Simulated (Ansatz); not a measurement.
This Ge3Pd structure is the end of a relaxation. The cell was found from a structure generator's guess, not taken from experiment.

Theory: DFT PBE, scalar-relativistic, plane waves, PAW (Ansatz). Cutoff 420 eV, Γ-centred mesh, Gaussian smearing, no spin polarisation.

```
Ge Pd
1.0
     4.12728    0.00000    0.00000
     0.00000    4.12728    0.00000
     0.00000    0.00000    4.27475
Ge Pd
3 1
Direct
  0.50000 0.00000 0.11504
  0.00000 0.50000 0.11504
  0.00000 0.00000 0.66217
  0.50000 0.50000 0.51305
```

The zero of energy is the elements' standard structures at the same level; no fitted shifts are applied.

Question: Find its symmetry and describe it.

Answer: P4mm (No. 99), with Ge and Pd ordered on fcc sites. Conventional cell: a = 4.127 Å, c = 4.275 Å. Ge on a site of symmetry 2mm is surrounded by 2 Pd at 2.67 Å, 6 Ge at 2.83–2.92 Å, 2 Ge at 3.12 Å and 2 Pd at 3.30 Å; Ge on a site of symmetry 4mm has 4 Ge at 2.83 Å, 4 Pd at 2.99 Å and 4 Ge at 3.12 Å; Pd is surrounded by 4 Ge at 2.67 Å, 4 Ge at 2.99 Å and 4 Ge at 3.30 Å.

Question: How far does it lie from the elements in energy?

Answer: +0.06 eV/atom. A positive value: parting into the elements would lower its energy.

Question: Is it a metal?

Answer: Yes, bands cross the Fermi level on the 12×12×10 mesh.

The last run used a 12×12×10 mesh (in the run's order of axes) for its 4-atom cell and Gaussian smearing of 0.10 eV. A structure relaxed within its symmetry needn't be a true minimum. Another cell of Ge3Pd relaxed alike, in P-62m, lies 31 meV/atom lower, so this cell isn't the stable form at this level.
